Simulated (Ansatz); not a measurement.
TiSe:
```
CELL_PARAMETERS angstrom
      6.40239     0.00000     0.00000
      0.00000     3.40733     0.00000
      0.00000     0.00000     6.17239
ATOMIC_POSITIONS crystal
  Ti 0.00667 0.25000 0.80506
  Ti 0.49333 0.75000 0.30506
  Ti 0.50667 0.25000 0.69494
  Ti 0.99333 0.75000 0.19494
  Se 0.21540 0.25000 0.42236
  Se 0.28460 0.75000 0.92236
  Se 0.71540 0.25000 0.07764
  Se 0.78460 0.75000 0.57764
```

Relaxed with PBEsol. Special points in fractions of this cell's reciprocal vectors: Γ (0.000, 0.000, 0.000); X (0.500, 0.000, 0.000); S (0.500, 0.500, 0.000); Y (0.000, 0.500, 0.000); Z (0.000, 0.000, 0.500); U (0.500, 0.000, 0.500); R (0.500, 0.500, 0.500); T (0.000, 0.500, 0.500).

Problem. List the band energies nearest the Fermi level at these points for plane-wave PAW PBEsol with spin–orbit coupling (Ansatz code).

Solution. In eV from the Fermi level; about four levels below and three above (degenerate sets whole), none deeper than 8.9 eV; points with the same levels are listed once.

| k | below | above |
|---|---|---|
| Γ | -0.57 -0.57 -0.25 -0.25 | 0.09 0.09 0.28 0.28 |
| X | -1.09 -1.09 -1.09 -1.09 | 0.01 0.01 0.01 0.01 |
| S | -0.83 -0.83 -0.83 -0.83 -0.82 -0.82 -0.82 -0.82 | 1.11 1.11 1.11 1.11 |
| Y | -0.55 -0.55 -0.55 -0.55 | 0.32 0.32 0.32 0.32 |
| Z | -0.28 -0.28 -0.28 -0.28 | 0.07 0.07 0.07 0.07 |
| U | -0.22 -0.22 -0.22 -0.22 | 0.23 0.23 0.23 0.23 |
| R | -0.92 -0.92 -0.92 -0.92 | 1.12 1.12 1.12 1.12 |
| T | -0.63 -0.63 -0.63 -0.63 | 0.84 0.84 0.84 0.84 |

Space group Pnma. The workflow started from an entry of the Crystallography Open Database (COD), which files this formula under 2 space groups. Whether it is the stable phase at ambient conditions was not checked. The PBEsol relaxation kept the symmetry of its start; whether a distortion lowers the energy is not shown. The run is not spin-polarised.

Potentials: the later of the program's two PAW sets.
